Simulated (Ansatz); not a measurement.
Given:

Rh (fcc, Cu type), conventional cell a = b = c = 3.8000 Å, α = β = γ = 90.00°. The calculation uses the primitive cell of 1 atom, to which meshes and values per cell refer.

Equation-of-state scan: isotropic scaling of the cell above, V₀ being its volume. Symmetry pins the atoms to their sites.

Computed with r2SCAN (plane waves to 500 eV, PAW, scalar-relativistic; Ansatz, a program for electronic structure). k mesh 21×21×21 (Γ-centred), Fermi-Dirac smearing 0.05 eV. The energy includes the smearing's −TS. Stress and pressure are positive under compression. Rh is run without spin polarisation. Rh was relaxed with its symmetry unable to fall. ΔE is measured from the relaxed starting cell.

The scan covers V/V₀ from 0.840 to 1.160 in 11 points.

Question: What is the fitted pressure derivative B₀′?

Answer: 5.1.

Question: What bulk modulus B₀ follows from a third-order Birch-Murnaghan fit?

Answer: 281 GPa.

(A scan under strain: stresses follow from slopes of the energy per volume, elastic moduli from its curvatures.)
